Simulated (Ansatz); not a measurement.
## Collinear states of TiCl2

Theory: Ansatz 0.2.0, DFT r2SCAN+U, scalar-relativistic, plane waves, PAW.

```cif
data_structure
_symmetry_space_group_name_H-M 'P 1'
_symmetry_Int_Tables_number 1
_cell_length_a 4.4329
_cell_length_b 4.4329
_cell_length_c 4.4329
_cell_angle_alpha 60.000
_cell_angle_beta 60.000
_cell_angle_gamma 60.000
_cell_volume 61.60
loop_
_atom_site_label
_atom_site_type_symbol
_atom_site_fract_x
_atom_site_fract_y
_atom_site_fract_z
_atom_site_occupancy
Ti1 Ti 0.00000 0.00000 0.00000 1
Cl1 Cl 0.25000 0.25000 0.25000 1
Cl2 Cl 0.75000 0.75000 0.75000 1
```

- plane-wave cutoff: 500 eV
- Γ-centred k-mesh: 8×8×8
- occupation rule: Gaussian smearing, 0.05 eV
- U_eff on Löwdin-orthogonalised atomic d orbitals: Ti 4 eV
- list of starting moments (μB, in atom order): 1 0 0
- check for lower electronic states after the SCF: asked for but not made

All runs keep this geometry, which isn't relaxed for the lowest state (largest force there 0.000 eV/Å, pressure 4.5 GPa) and needn't be a stable compound; relaxing each order would shift the differences by some 8 meV/atom, going by the pressures and a bulk modulus of about 150 GPa. A propagation vector, in units of the reciprocal vectors, doubles the cell, which takes an equally dense mesh. Site moments are spin moments in atom-centred spheres that scale with the neighbour distance. The states are those that the runs reached from these starts; a lower one can exist.

| start | ends | energy above lowest (meV/atom) | site moments (μB) | gap on mesh (eV) | P (GPa) |
| --- | --- | --- | --- | --- | --- |
| no spin | non-magnetic | 1131 | none over 0.05 | metal | 0.9 |
| ferromagnetic | ferromagnetic | 0.00 | Ti +1.68 | 5.15 | 4.5 |
| antiferromagnetic, doubled cell, propagation vector (0, 0, 1/2) | antiferromagnetic | 2.97 | Ti +1.67, Ti -1.67 | 5.30 | 4.5 |

Cost: 3 runs of about 12 core-minutes in all, on Intel Xeon Processor @ 2.50GHz (Skylake/Cascade Lake) (shared hosts).